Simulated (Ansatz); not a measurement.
Structures of Ta3S4: which is lowest?

Plane-wave DFT in Ansatz with scalar-relativistic PAW potentials, cutoff 420 eV, Γ-centred meshes chosen by cell and gap, Gaussian smearing with energies taken to zero width. Every cell was relaxed (cell and atoms) in a run of its own, within the symmetry of its start. Functional: PBE.

Relaxed structures (starts from databases or built by putting these elements on another compound's sites):
A. C2/m, 7 atoms in the computed cell, a = 13.583 Å, b = 3.244 Å, c = 6.078 Å, β = 113.8°; sites (symmetry × multiplicity) Ta 2/m × 2 + m × 4, S m × 4 + m × 4; start: built
B. R-3m, 7 atoms in the computed cell, a = 3.569 Å, c = 36.760 Å; sites (symmetry × multiplicity) Ta -3m × 3 + 3m × 6, S 3m × 6 + 3m × 6; start: built

Q: Rank them by energy. Could pressure change the order?

A:
| structure | group | E − E(lowest) (meV/atom) | V (Å³/atom) | gap on mesh (eV) |
| --- | --- | --- | --- | --- |
| A | C2/m | 0.0 | 17.51 | 0.00 |
| B | R-3m | 405 | 19.31 | 0.00 |

A is lowest, 405 meV/atom under B. The lowest is also the densest of these, so pressure wouldn't bring one of the others in at first order. Other structures may lie lower than all of these, and vibrations aren't counted.

Spin-orbit coupling is left out, which matters for the bands of heavy elements. Spin polarisation was left out, and a magnetic state may lie lower.